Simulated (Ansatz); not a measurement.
The start is a generated cell, HfN placed in the MnP structure type. Cell shape, volume and atoms are optimised at zero target pressure with r2SCAN (plane waves to 500 eV, PAW, scalar-relativistic; Ansatz, an electronic-structure program). First-step values are on the input's coarse k-mesh.

Ansatz input (later rounds restart from its end on a renewed k-mesh):
Ansatz 0.2 input:
```yaml
crystal:
  lattice:
    - [5.72996, 0, 0]
    - [0, 3.476499, 0]
    - [0, 0, 6.453201]
  atoms:
    - { symbol: Hf, position: [0.5056, 0.25, 0.6952] }
    - { symbol: Hf, position: [0.0056, 0.25, 0.8048] }
    - { symbol: Hf, position: [0.4944, 0.75, 0.3048] }
    - { symbol: Hf, position: [0.9944, 0.75, 0.1952] }
    - { symbol: N, position: [0.6879, 0.25, 0.0696] }
    - { symbol: N, position: [0.1879, 0.25, 0.4304] }
    - { symbol: N, position: [0.3121, 0.75, 0.9304] }
    - { symbol: N, position: [0.8121, 0.75, 0.5696] }
basis: { ecutwfc: 500, ecutrho_ratio: 4, xc_grid: 4, fft_grid_basis: typed }
kpoints: { mp_grid: { grid: [4, 7, 4] } }
hamiltonian:
  xc: r2scan
  dispersion: none
  pseudopotentials: { azcp: { folder: ./paw }, kind: paw }
scf: { occupations: { method: fermi_dirac, width: 0.05 } }
relax: { f_tol: 0.01, max_steps: 100, cell: { stress_tol: 0.02 } }
output: { forces: true, stress: true }
```

Problem. What symmetry does the relaxed structure have?

Solution. The space group goes from Pnma (No. 62) to P6₃/mmc (No. 194); the end is NiAs type, with 4 atoms in the primitive cell.

Problem. How does the volume per atom move from start to end?

Solution. -25.0 %, from 16.07 to 12.06 Å³/atom.

Problem. How do the shortest distances between atoms change?

Solution. The closest pairs of elements (up to four, under 3.6 Å), start → end: Hf–N 2.50 → 2.30 Å; Hf–Hf 2.95 → 2.80 Å; N–N 2.91 → 3.15 Å.

Problem. Write out the relaxed structure.

Solution. 
Space group P6₃/mmc (No. 194); a = b = 3.151 Å, c = 5.609 Å, α = β = 90.00°, γ = 120.00°

| atom | site | symmetry | x | y | z |
|---|---|---|---|---|---|
| Hf | 2a | -3m. | 0.0000 | 0.0000 | 0.0000 |
| N | 2d | -6m2 | 0.6667 | 0.3333 | 0.2500 |

Final values are on a 17×17×9 k-mesh of the relaxed cell. No spin polarisation in the result.

The run could not lose the symmetry of its start; a randomly shaken copy of 8 atoms returns to this structure.

The first start was generated by placing the elements on the sites of a structure type. Materials Project lists a structure of HfN in the same space group, P6₃/mmc (No. 194); the sites were not compared with it, nor with measured phases. Known forms of HfN include space group No. 225.
